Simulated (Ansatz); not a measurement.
Task: Each is relaxed and computed with r²SCAN in the plane-wave PAW code Ansatz. Which alone has a direct gap?
(A) Mg2BBrN2, C2/c (Mg on 8f, B on 4e, Br on 4e, N on 8f)
(B) CsPbBr3, cubic perovskite
(C) Cs2NaAlH6, Fm-3m (Cs on 8c, Na on 4b, Al on 4a, H on 24e)
(D) BaTiO3, cubic perovskite

Result: B, CsPbBr3, cubic perovskite. CsPbBr3: gap 2.03 eV (direct); Cs2NaAlH6: gap 2.74 eV (indirect); Mg2BBrN2: gap 3.97 eV (indirect); BaTiO3: gap 2.17 eV (indirect). Not the usual ambient phase: CsPbBr3, cubic perovskite; BaTiO3, cubic perovskite. Standing as an ambient phase not checked: Cs2NaAlH6, Fm-3m (Cs on 8c, Na on 4b, Al on 4a, H on 24e); Mg2BBrN2, C2/c (Mg on 8f, B on 4e, Br on 4e, N on 8f). Unstable at this level: BaTiO3, cubic perovskite. All cells were relaxed under the symmetry of their starts (and spin orders); stability against distortions was not tested throughout. Rows with no word on spin ran without spin polarisation. Spin–orbit coupling is left out wherever it is not named.

Potentials: the later of the program's two PAW sets.
